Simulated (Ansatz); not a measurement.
Ta:
```
CELL_PARAMETERS angstrom
     -1.64070     1.64070     1.64070
      1.64070    -1.64070     1.64070
      1.64070     1.64070    -1.64070
ATOMIC_POSITIONS crystal
  Ta 0.00000 0.00000 0.00000
```

Relaxed with DFT-PBEsol in the program Ansatz with PAW potentials. Indices refer to the conventional cell of Im-3m, a = b = c = 3.2814 Å, α = β = γ = 90.00°.

Q: Simulate the powder diffraction pattern (Cu Kα1, λ = 1.54056 Å; lines above 1 %) up to 2θ = 90°.

A: Simulated powder pattern, Cu Kα1, λ = 1.54056 Å (kinematic, ideal powder, no thermal factors, no anomalous dispersion; the 30 strongest lines at most, above 1 %, up to 2θ = 90°):

```json
[
 {"2θ (°)": "38.78", "d (Å)": "2.320", "I/Imax (%)": "100", "hkl": "(110)"},
 {"2θ (°)": "56.00", "d (Å)": "1.641", "I/Imax (%)": "18", "hkl": "(200)"},
 {"2θ (°)": "70.20", "d (Å)": "1.340", "I/Imax (%)": "36", "hkl": "(211)"},
 {"2θ (°)": "83.20", "d (Å)": "1.160", "I/Imax (%)": "12", "hkl": "(220)"}
]
```

The PBEsol relaxation kept the symmetry of its start. No spin polarisation was allowed. Scalar-relativistic: spin–orbit coupling is off unless named, which matters more the heavier the elements.

Potentials: the earlier of the program's two PAW sets.
